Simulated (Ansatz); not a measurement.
SiC12:
Space group P6/mmm (No. 191); a = 4.267 Å, b = 4.267 Å, c = 8.877 Å, α = 90.00°, β = 90.00°, γ = 120.00°

```json
[
 {"atom": "C", "site": "12n", "symmetry": "..m", "x": "0.3335", "y": "0.3335", "z": "0.1912"},
 {"atom": "Si", "site": "1b", "symmetry": "6/mmm", "x": "0.0000", "y": "0.0000", "z": "0.5000"}
]
```

Relaxed at zero pressure with plane-wave PAW PBE+D3(BJ) (Ansatz code).

### Question
The volume is raised by 6 % and shape and atoms relax at that volume. What pressure results, and how do the axes share the change?

### Answer
-1.0 GPa; a 0.0 %, b 0.0 %, c 6.0 %; the energy rises by 3 meV/atom.

### Question
Give the new structure.

### Answer

Space group P6/mmm (No. 191); a = 4.268 Å, b = 4.268 Å, c = 9.407 Å, α = 90.00°, β = 90.00°, γ = 120.00°

| atom | site | symmetry | x | y | z |
|---|---|---|---|---|---|
| C | 12n | ..m | 0.3334 | 0.3334 | 0.1907 |
| Si | 1b | 6/mmm | 0.0000 | 0.0000 | 0.5000 |

The phase is kept; no other phase was compared at this pressure.

The start of the workflow was typed in or built on a structure type; neither database checked (COD, Materials Project) lists it. Its standing as an ambient phase is unchecked. The PBE+D3(BJ) relaxation kept the symmetry of its start; its stability against distortions is not shown here. Its formation energy is positive at this level, so the cell may be metastable or incomplete.

Potentials: the earlier of the program's two PAW sets.
